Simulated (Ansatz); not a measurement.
PbS:
```xyz
2
Lattice="-2.0982 2.0982 2.9652 2.0982 -2.0982 2.9652 2.0982 2.0982 -2.9652" Properties=species:S:1:pos:R:3 pbc="T T T"
Pb     0.0000     0.0000     0.0000
S      0.0000     0.0000     2.9652
```

Relaxed with PBE+D3(BJ). Special points in fractions of this cell's reciprocal vectors: Γ (0.000, 0.000, 0.000); X (0.000, 0.000, 0.500); P (0.250, 0.250, 0.250); N (0.000, 0.500, 0.000); M (0.500, 0.500, -0.500); S (0.375, 0.625, -0.375); S0 (-0.375, 0.375, 0.375); R (-0.250, 0.250, 0.500); G (0.500, 0.500, -0.250).

Problem. List the band energies nearest the valence-band maximum at these points for PBE+D3(BJ) with spin–orbit coupling (plane waves, PAW; program Ansatz).

Solution. In eV from the valence-band maximum; about four levels below and three above (degenerate sets whole), none deeper than 8.9 eV; points with the same levels are listed once.

| k | below | above |
|---|---|---|
| Γ | -2.04 -2.04 -2.04 -2.04 | 3.53 3.53 6.04 6.04 |
| X | -3.57 -3.57 -3.25 -3.25 | 3.98 3.98 4.55 4.55 |
| P | -4.24 -4.24 -0.97 -0.97 | 2.00 2.00 4.59 4.59 |
| N | -1.73 -1.73 0.00 0.00 | 0.08 0.08 1.67 1.67 |
| S | -2.95 -2.95 -2.40 -2.40 | 3.03 3.03 4.19 4.19 |
| R | -4.24 -4.24 -0.98 -0.98 | 2.00 2.00 4.59 4.59 |

Space group Fm-3m (rock salt). The PBE+D3(BJ) relaxation kept the symmetry of its start; of distortions, only those at the zone centre were tested. Point labels and valley counts follow the cell and symmetry of the run, lower than the named group.

Potentials: the later of the program's two PAW sets.
